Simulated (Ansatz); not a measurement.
Relaxed-ion elastic tensor of AlP (NiAs type, space group No. 194) in GPa (Voigt order), plane-wave PAW PBEsol (Ansatz code); density 3.03 g/cm³, 15.89 Å³ per atom.

```
 182  77.3  67.8   0.0   0.0   0.0
77.3   182  67.8   0.0   0.0   0.0
67.8  67.8   203   0.0   0.0   0.0
 0.0   0.0   0.0  44.5   0.0   0.0
 0.0   0.0   0.0   0.0  44.5   0.0
 0.0   0.0   0.0   0.0   0.0  52.2
```

Is the crystal mechanically stable?

Yes: the smallest eigenvalue of C is 44.5 GPa.

Work out the Voigt, Reuss and Hill averages.

K_V = 110, K_R = 110, K_H = 110; G_V = 51.9, G_R = 50.8, G_H = 51.3 GPa.

Give Young's modulus, Poisson's ratio, Pugh's ratio and the universal anisotropy index.

E = 9KG/(3K + G) = 133 GPa; ν = 0.30; K/G = 2.15 (ductile by the Pugh limit of 1.75); A_U = 5G_V/G_R + K_V/K_R − 6 = 0.10.

Estimate the sound speeds and the Debye temperature.

v_l = √((K + 4G/3)/ρ) = 7680 m/s, v_t = √(G/ρ) = 4120 m/s, mean 4600 m/s; Θ = (h/k)(3n/4πV)^(1/3) v_m = 544 K.

How much does each axis shrink under pressure?

Linear compressibilities β_i = Σ_j S_ij (j = 1 to 3): x 3.1, y 3.1, z 2.8 per TPa.

Space group P6_3/mmc (NiAs type). The start of the workflow was typed in or built on a structure type; neither database checked (COD, Materials Project) lists it. It is not the phase usual at ambient conditions (space group No. 216). Symmetry was held in the PBEsol relaxation; its stability against distortions is not shown here. As this level gives no gap, shear constants depend on the k-mesh and smearing (Fermi–Dirac, 0.1 eV here). On the denser mesh and wider smearing of the elastic run this cell carries a stress of 0.5 GPa.

Potentials: the earlier of the program's two PAW sets. The files were generated under PBE; for other functionals the program regenerates the frozen cores, and for LDA and PBEsol the local potential too.
